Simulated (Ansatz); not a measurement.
LiMoN₂ in space group R3m (No. 160; Li on 3a, Mo on 3a, N on 3a, N on 3a), r²SCAN in the plane-wave PAW code Ansatz, all energies at zero smearing, with the estimated change up to a 700 eV cutoff added, with one set of potentials and settings (totals compare only within such a set). Cell of 4 atoms (1 Li, 1 Mo, 2 N): -5944.859 eV.

```json
[
 {"element": "Li", "reference phase": "Fm-3m, 1 atoms in the cell", "E (eV/atom)": "-205.1371"},
 {"element": "Mo", "reference phase": "Im-3m, 1 atoms in the cell", "E (eV/atom)": "-4967.5975"},
 {"element": "N", "reference phase": "Pa-3, 8 atoms in the cell", "E (eV/atom)": "-384.8315"}
]
```

Formation energy per atom, worked out: (-5944.859 − 1×(-205.1371) − 1×(-4967.5975) − 2×(-384.8315))/4 = -0.615 eV/atom (-59 kJ per mol of atoms), at 0 K, without zero-point energy or fitted corrections.

The first step of the workflow began from a Materials Project structure, measured or hypothetical; the Crystallography Open Database copy checked does not list it. Whether it is the stable phase at ambient conditions was not checked. Symmetry was held in the r²SCAN relaxation; its stability against distortions is not shown here. The run is not spin-polarised. The references are the lowest solids computed at this level, not always the standard phases (solids in place of the gases).

Potentials: the later of the program's two PAW sets.
